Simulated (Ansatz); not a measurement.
ZnS (zinc blende)

```xyz
2
Lattice="0.0000 2.6785 2.6785 2.6785 0.0000 2.6785 2.6785 2.6785 0.0000" Properties=species:S:1:pos:R:3 pbc="T T T"
S      4.0177     4.0177     4.0177
Zn     0.0000     0.0000     0.0000
```

The slice is a {111} plane (indices of the conventional cell) through the point (0.000, 0.000, 0.000) (fractional), spanned by u = [100] and v = [-1 2 0] in vectors of this cell: u (3.79 Å) and v (6.56 Å, at 90° to u). It covers one period; positions are fractions (u, v).

Method: PBEsol (plane waves to 420 eV, PAW, scalar-relativistic; Ansatz, a program for electronic structure). k mesh 11×11×11. Inside the PAW spheres the values are not all-electron values, and peaks at nuclei hang on which shells count as valence. The PAW data are Ansatz's earlier set. ZnS was relaxed with its symmetry unable to fall.

Problem. Sketch the density of the lowest conduction band (whole band as if filled, smooth part) on this plane as a map.

Solution. 
| v \ u | 0.00 | 0.12 | 0.25 | 0.38 | 0.50 | 0.62 | 0.75 | 0.88 |
|---|---|---|---|---|---|---|---|---|
| 0.93 | 0.010 | 0.049 | 0.048 | 0.035 | 0.059 | 0.035 | 0.048 | 0.049 |
| 0.86 | 0.087 | 0.068 | 0.032 | 0.072 | 0.141 | 0.072 | 0.032 | 0.068 |
| 0.79 | 0.058 | 0.046 | 0.033 | 0.068 | 0.112 | 0.068 | 0.033 | 0.046 |
| 0.71 | 0.044 | 0.041 | 0.035 | 0.033 | 0.033 | 0.033 | 0.035 | 0.041 |
| 0.64 | 0.043 | 0.047 | 0.057 | 0.062 | 0.059 | 0.062 | 0.057 | 0.047 |
| 0.57 | 0.040 | 0.050 | 0.081 | 0.054 | 0.008 | 0.054 | 0.081 | 0.050 |
| 0.50 | 0.033 | 0.039 | 0.073 | 0.010 | 0.053 | 0.010 | 0.073 | 0.039 |
| 0.43 | 0.059 | 0.035 | 0.048 | 0.049 | 0.010 | 0.049 | 0.048 | 0.035 |
| 0.36 | 0.141 | 0.072 | 0.032 | 0.068 | 0.087 | 0.068 | 0.032 | 0.072 |
| 0.29 | 0.112 | 0.068 | 0.033 | 0.046 | 0.058 | 0.046 | 0.033 | 0.068 |
| 0.21 | 0.033 | 0.033 | 0.035 | 0.041 | 0.044 | 0.041 | 0.035 | 0.033 |
| 0.14 | 0.059 | 0.062 | 0.057 | 0.047 | 0.043 | 0.047 | 0.057 | 0.062 |
| 0.07 | 0.008 | 0.054 | 0.081 | 0.050 | 0.040 | 0.050 | 0.081 | 0.054 |
| 0.00 | 0.053 | 0.010 | 0.073 | 0.039 | 0.033 | 0.039 | 0.073 | 0.010 |

Values: density of the lowest conduction band (whole band as if filled, smooth part) in e/Å³.
